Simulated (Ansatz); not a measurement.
A generator proposed this cell of CrNCl.

```
Cr N Cl
1.0
     3.77799    0.00000    0.00000
    -1.88900    3.27184    0.00000
     0.00000    0.00000    3.70407
Cr N Cl
1 1 1
Direct
  0.33333 0.66667 0.50000
  0.00000 0.00000 0.50000
  0.66667 0.33333 0.00000
```

All numbers below come from Ansatz 0.2.0, DFT PBE, scalar-relativistic, plane waves, PAW. Cutoff 420 eV; k points 6×6×6 on the computed 3-atom cell (Γ-centred); Gaussian smearing, width 0.10 eV; collinear spin from starting moments 3.0 0.0 0.0 μB.

Energies over the elements count from the elements' standard structures at the same level (Cl₂, N₂ as molecules), with no fitted energy shifts.

**Question.** What does a single point on this coarse mesh give?

**Answer.** The pressure is -11.7 GPa (the mean over three directions, positive in compression), the largest force is 0.00 eV/Å (symmetry fixes the atoms), and the energy is +0.45 eV/atom against the elements. The shortest distance is 2.18 Å.

**Question.** How much does it gain on relaxing, and where does it end?

**Answer.** Relaxing gains about 0.54 eV/atom (the start's value is from the coarse mesh, so the gain is rough) in 15 ionic steps and ends at −0.08 eV/atom on the finer mesh. The symmetry stays P-6m2 (No. 187). The volume per atom shrinks by 7.7 %, from 15.3 to 14.1 Å³. The shortest distance goes from 2.18 Å (Cr–N) to 1.86 Å (Cr–N). The ratio c/a of the conventional cell changes by a factor of 1.49. Conventional cell: a = 3.220 Å, c = 4.707 Å. Around Cr lie 3 N at 1.86 Å and 6 Cl at 3.00 Å; around N lie 3 Cr at 1.86 Å and 6 Cl at 3.00 Å; Cl has 6 N at 3.00 Å, 6 Cr at 3.00 Å and 6 Cl at 3.22 Å.

The last run used collinear spin, an 18×18×10 mesh (in the run's order of axes) for its 3-atom cell and Gaussian smearing of 0.10 eV. No Hubbard U is applied to the 3d shell of Cr. The magnetic state reached may not be the lowest. The relaxation can't lower the symmetry of the start. Symmetry constrained the relaxation, so the result can be a saddle point.
